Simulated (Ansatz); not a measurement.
A geometry of Pb away from equilibrium: step 2 of the relaxation of a generated cell, Pb built in the A7 structure type. Level of theory: r2SCAN (plane waves to 500 eV, PAW, scalar-relativistic; Ansatz, an electronic-structure program). Γ-centred k-mesh 9×9×9 on the run's cell (coarser than for final values), Fermi–Dirac smearing 0.05 eV. The plane waves were selected for a different cell earlier on the path.

```
Pb
1.0
    2.21815     1.28065     4.02852
   -2.21815     1.28065     4.02852
    0.00000    -2.56130     4.02852
Pb
2
Cartesian
  0.00000   0.00000   2.92854
  0.00000   0.00000   9.15703
```

Question: Give the Cartesian forces on all atoms (eV/Å).

Answer: 
```
atom    Fx    Fy     Fz
----  ----  ----  -----
Pb1   0.00  0.00   0.49
Pb2   0.00  0.00  -0.49
```

The path ends in R-3m (No. 166). No spin polarisation in the result.

The run could not lower the symmetry of its start; a shaken copy of this end point relaxes with r2SCAN to I4/mmm (No. 139), 0.12 eV/atom lower.

The end of the path is a generated cell of Pb: the first start was made by placing the elements on the sites of a structure type, and the end was not matched to a known phase here, so it may be hypothetical. Known forms of Pb include space group No. 225.
